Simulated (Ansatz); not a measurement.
## KI: reading a single point

```
K I
1.0
     0.00000    3.55446    3.55446
     3.55446    0.00000    3.55446
     3.55446    3.55446    0.00000
K I
1 1
Direct
  0.00000 0.00000 0.00000
  0.50000 0.50000 0.50000
```

Level: PBE, no spin polarisation; 420 eV; 6×6×6 Γ-centred mesh; fermi-dirac occupations (width 0.1 eV); Ansatz 0.2.0, fixed geometry.

Q: How is the charge shared?

A: Bader charges in e: K +0.82, I -0.82. In the mean K gives up most and I takes most.

Q: Which orbitals make up the band edges?

A: Within 0.7 eV of the edges, the states project mainly on I p (98 %) below the gap and on K s (76 %) and I s (15 %) above it.

Q: What is the formation energy?

A: -1.50 eV an atom against the elements' usual phases (free molecules for gases, crystals otherwise, with no correction for O₂ or N₂), so it is bound against them; other compounds may still compete. Relaxing would lower it.

Q: Metal or insulator? Give the gap.

A: The gap is 3.92 eV, direct at the points sampled. A semilocal functional usually gives too small a gap.

Origin: a database entry at a rescaled volume. Caveats: no spin-orbit coupling, which can shift this gap by tenths of an eV.
